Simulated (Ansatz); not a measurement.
K$_{2}$CO$_{3}$ (space group C2/c)

```
K2CO3
1.0
    2.78823    -4.98410     0.00000
    2.78823     4.98410     0.00000
   -1.22927     0.00000     6.68393
K C O
4 2 6
Cartesian
  2.48091   1.64549   1.67098
  1.86627  -1.64549   5.01295
  0.00000   0.00000   0.00000
 -0.61464   0.00000   3.34197
  1.86627   1.67834   5.01295
  2.48091  -1.67834   1.67098
  3.53047  -1.03350   1.26846
  0.81671   1.03350   5.41547
  1.43135  -1.03350   2.07351
  2.91584   1.03350   4.61042
  2.48091  -2.97386   1.67098
  1.86627   2.97386   5.01295
```

Equation-of-state scan: isotropic scaling of the cell above, V₀ being its volume. The atoms relax within the cell's symmetry.

Computed with PBEsol (plane waves to 420 eV, PAW, scalar-relativistic; Ansatz, a program for electronic structure). k mesh 6×6×4 (Γ-centred), Fermi-Dirac smearing 0.05 eV. Stress and pressure are positive under compression. K2CO3 was relaxed with its symmetry unable to fall. This is one of several known forms of K2CO3; the measured ambient cells at hand have space group No. 14.

At one point of the scan the stress tensor (GPa) is:

```
    4.4      0.0     -0.9
    0.0      4.5      0.0
   -0.9      0.0      2.9
```

### Question
Which point is it?
A) V/V₀ = 0.840
B) V/V₀ = 0.960
C) V/V₀ = 0.920
D) V/V₀ = 0.880

### Answer
C, V/V₀ = 0.920

(Under strain, the slope of the energy per volume gives the stress and its curvature an elastic modulus.)
